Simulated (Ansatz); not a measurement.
# Sr$_{2}$TaGaBr$_{6}$, a known structure type with other elements, at an estimated volume

```yaml
crystal:
  lattice:
    - [0.00000, 7.10556, 0.00000]
    - [7.10556, 0.00000, 0.00000]
    - [3.55278, 3.55278, -5.03082]
  atoms:
    - { symbol: Sr, position: [0.75000, 0.25000, 0.50000] }
    - { symbol: Sr, position: [0.25000, 0.75000, 0.50000] }
    - { symbol: Ga, position: [0.00000, 0.00000, 0.00000] }
    - { symbol: Ta, position: [0.50000, 0.50000, 0.00000] }
    - { symbol: Br, position: [0.24990, 0.24990, 0.50020] }
    - { symbol: Br, position: [0.75010, 0.75010, 0.49980] }
    - { symbol: Br, position: [0.23270, 0.26710, 0.00000] }
    - { symbol: Br, position: [0.26710, 0.76730, 0.00000] }
    - { symbol: Br, position: [0.76730, 0.73290, 0.00000] }
    - { symbol: Br, position: [0.73290, 0.23270, 0.00000] }
```

Level: r2SCAN, no spin polarisation; 500 eV; 6×6×6 Γ-centred mesh; fermi-dirac occupations (width 0.1 eV); Ansatz 0.2.0, fixed geometry.

- Formation energy: -0.71 eV an atom against the elements' usual phases (free molecules for gases, crystals otherwise, with no correction for O₂ or N₂), so it is bound against them; other compounds may still compete. Relaxing would lower it.
- Forces: The largest is on Br7 (and as large on other atoms): 0.83 eV/Å, components (0.79, 0.26, 0.00). It makes 157° with the line to a nearest neighbour, Ga3 at 2.52 Å, pointing away from it.
- Contacts: Ga–Br at 2.51 Å: least valence density 0.38 e/Å³ and ELF 0.33 there. Ta–Br at 2.52 Å: least valence density 0.44 e/Å³ and ELF 0.19 there. Sr–Br at 3.44 Å: least valence density 0.07 e/Å³ and ELF 0.04 there. Both are smooth PAW fields, read partly inside the augmentation spheres.
- Electronic structure: It is a metal, with about 6.7 states/eV a cell as the mean within 0.25 eV of the Fermi level, mostly Ta d (64 %).
- Stress: The pressure is 9.2 GPa (compression positive), so with the atoms held at these fractions the cell would first expand; the forces are large, so a full relaxation may end otherwise.

Origin: a known structure type with other elements, at an estimated volume, so it need not be a known compound. Caveats: many states at the Fermi level without spin polarisation, so a magnetic state may lie lower.

It took 88 s on 1 thread of Intel(R) Xeon(R) Platinum 8488C (Sapphire Rapids), on a shared host, peak memory 1.6 GiB, starting from a saved density. The time holds forces, stress, DOS, bands, ELF.
